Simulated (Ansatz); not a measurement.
# Sn₃Bi: pressure against volume

Sn₃Bi, Pm-3m, a = 4.849 Å. The structure is a Materials Project entry; whether it is the stable form wasn't checked. Ansatz: r2SCAN, PAW, 500 eV, Γ-centred 10×10×10 mesh on 4 atoms, Gaussian smearing 0.10 eV; no spin polarisation. Symmetry fixes shape and atoms, so the cell is only scaled; pressure is positive in compression.

| V (Å³/atom) | P (GPa) |
| --- | --- |
| 25.089 | 9.00 |
| 25.944 | 6.10 |
| 26.799 | 3.68 |
| 27.655 | 1.66 |
| 28.510 | -0.02 |
| 29.365 | -1.41 |
| 30.220 | -2.55 |
| 31.361 | ? |

Q: Take V0 = 28.510 Å³/atom, count pressures from its P0 = -0.02 GPa, fit the third-order Birch–Murnaghan form to the other rows, and predict the missing pressure.

A: With the Eulerian strain f = ½[(V0/V)^(2/3) − 1] and y = (P − P0)/[3f(1 + 2f)^(5/2)], the form is the line y = B0 + 1.5 B0 (B0′ − 4) f. Rows (f, y): 0.04448, 54.6; 0.03245, 53.7; 0.02106, 52.8; 0.01025, 51.9; -0.00975, 49.9; -0.01904, 48.8. Means f = 0.01324, y = 51.950; Σ(Δf)² = 0.002986, ΣΔfΔy = 0.2720; the slope is their ratio. y = 50.74 + 91.11 f GPa, so B0 = 50.7 GPa and B0′ = 4 + 2 × (91.11)/(3 × 50.74) = 5.20. At V = 31.361, f = -0.03078, y = 47.94 and P = -3.80 GPa. The run gave -3.81 GPa, so the fit is 0.01 GPa too high, within the rms miss on the fitted rows (0.01 GPa). The form still works here, 22 % of the fitted range beyond its end.

Spin–orbit coupling is left out, which can shift energies with elements as heavy as these.